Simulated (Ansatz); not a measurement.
**Energy against volume for Ge2Sb2Te5 (Ge2Sb2Te5-Kooi type, space group P-3m1)**

Ge2Sb2Te5 (Ge2Sb2Te5-Kooi type, space group P-3m1)

```xyz
9
Lattice="4.2663 0.0000 0.0000 -2.1331 3.6947 0.0000 0.0000 0.0000 17.6190" Properties=species:S:1:pos:R:3 pbc="T T T"
Te     0.0000     0.0000     0.0000
Ge     2.1331     1.2316     1.7218
Ge     0.0000     2.4631    15.8972
Te     0.0000     2.4631     3.4014
Te     2.1331     1.2316    14.2177
Sb     0.0000     0.0000     5.4304
Sb     0.0000     0.0000    12.1887
Te     2.1331     1.2316     7.1303
Te     0.0000     2.4631    10.4887
```

E(V) scan at fixed shape, V₀ the volume above. The atoms relax within the cell's symmetry.

Calculation: r2SCAN (plane waves to 500 eV, PAW, scalar-relativistic; Ansatz, a program for electronic structure). k mesh 9×9×2 (Γ-centred), Fermi-Dirac smearing 0.05 eV. The energy includes the smearing's −TS. Compression counts positive. With the shape held, the modulus is that of even scaling; a crystal free to change shape is softer. Ge2Sb2Te5 was relaxed with its symmetry unable to fall. Spin-orbit coupling is left out, though Sb and Te are heavy. ΔE is measured from the relaxed starting cell.

| V (Å³/cell) | ΔE (meV/atom) | P (GPa) |
|---|---|---|
| 233.28 | 118 | 9.2 |
| 240.69 | 76 | 7.0 |
| 248.10 | 45 | 5.1 |
| 255.50 | 24 | 3.4 |
| 262.91 | 10 | 2.1 |
| 270.31 | 2 | 0.9 |
| 277.72 | 0 | 0.0 |
| 285.13 | 2 | -0.7 |
| 292.53 | 7 | -1.3 |
| 299.94 | 15 | -1.7 |
| 307.34 | 24 | -2.0 |
| 314.75 | 35 | -2.3 |
| 322.15 | 47 | -2.5 |

Summary:

- Pressure at the smallest volume = 9.2 GPa
- Energy cost of the largest compression = 118 meV/atom
- Energy cost of the largest expansion = 47 meV/atom
- Bulk modulus at fixed cell shape B₀ (third-order Birch-Murnaghan fit) = 29.3 GPa
- Pressure derivative B₀′ (fit) = 7.2
- Equilibrium volume of the fit = 30.90 Å³/atom
- Pressure for 5 % compression (fit) = 1.8 GPa

(A scan under strain: stresses follow from slopes of the energy per volume, elastic moduli from its curvatures.)
